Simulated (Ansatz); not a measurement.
## La: computed property card

La:
```xyz
2
Lattice="0.0000 3.3266 3.3266 3.3266 0.0000 3.3266 3.3266 3.3266 0.0000" Properties=species:S:1:pos:R:3 pbc="T T T"
La     0.0000     0.0000     0.0000
La     1.6633     1.6633     1.6633
```

Space group Fd-3m (No. 227), diamond; conventional cell a = b = c = 6.6533 Å, α = β = γ = 90.00°.

Method: r²SCAN (plane waves, PAW; program Ansatz). Structure relaxed to zero pressure with the same functional. Other levels are named where they apply.

### Cell and energy

- Volume per atom = 36.81 Å³
- Density = 6.27 g/cm³

### Electronic structure

- Electronic character = metallic (no gap)
- Density of states at the Fermi level = 0.43 states/eV per atom (mean over ±0.08 eV)
- Gap with spin–orbit coupling = none (metallic)

### Mechanics

Bulk modulus (Birch–Murnaghan fit): 49.5 GPa
Pressure derivative B′: 5.6
Elastic constants (relaxed ions, GPa): C11 = 49.9, C12 = 49.0, C44 = -3.7
Mechanical stability: unstable (C has a negative eigenvalue)

The start of the workflow was typed in or built on a structure type; neither database checked (COD, Materials Project) lists it. It is not the phase usual at ambient conditions (space group No. 194). Symmetry was held in the r²SCAN relaxation. The volume moved by -38 % from the start of the relaxation. As this level gives no gap, shear constants depend on the k-mesh and smearing (Fermi–Dirac, 0.1 eV here). Scalar-relativistic: spin–orbit coupling is off unless named, which matters more the heavier the elements.

Potentials: the earlier of the program's two PAW sets.
